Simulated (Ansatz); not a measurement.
**YbZnIn: what a change of hamiltonian.hubbard does**

All numbers are calculated (PBEsol, no spin polarisation, no spin-orbit coupling; Ansatz, PAW set soft_2, 420 eV, k-mesh 3×3×3), not measured. These are the settings of the reference run.

Cell:

```
cell
1.0
     7.0090   -4.0466    0.0000
     0.0000   -8.0933    0.0000
     2.3363   -4.0466   -6.9375
In Yb Zn
6 6 6
Direct
  0.0833 0.4167 0.7500
  0.7500 0.0833 0.7500
  0.4167 0.7500 0.7500
  0.9167 0.5833 0.2500
  0.5833 0.2500 0.2500
  0.2500 0.9167 0.2500
  0.8333 0.8333 0.5000
  0.5000 0.5000 0.5000
  0.1667 0.1667 0.5000
  0.6667 0.6667 0.0000
  0.3333 0.3333 0.0000
  0.0000 0.0000 0.0000
  0.2500 0.5833 0.2500
  0.9167 0.2500 0.2500
  0.5833 0.9167 0.2500
  0.7500 0.4167 0.7500
  0.4167 0.0833 0.7500
  0.0833 0.7500 0.7500
```

The reference run of this cell is solved again as a single point with these keys changed:

| key | reference run | changed run |
| --- | --- | --- |
| hamiltonian.hubbard | not typed | {sites: [{species: Yb, l: f, u_eff: 4.0}], double_counting: amf} |

Problem. How far do the results move?

Solution. 

```
            quantity  reference run  changed run
      pressure (GPa)            0.0         -0.1
largest force (eV/Å)           0.00         0.00
gap on the mesh (eV)           0.00         0.00
```

The Hamiltonian isn't the same, so energies aren't compared. It took 16 iterations.

Caveats: the reference run: 4f shell without a U, which puts 4f levels too near the Fermi level; a single point, atoms not relaxed again; a change of U can also leave the f or d shell in another state.
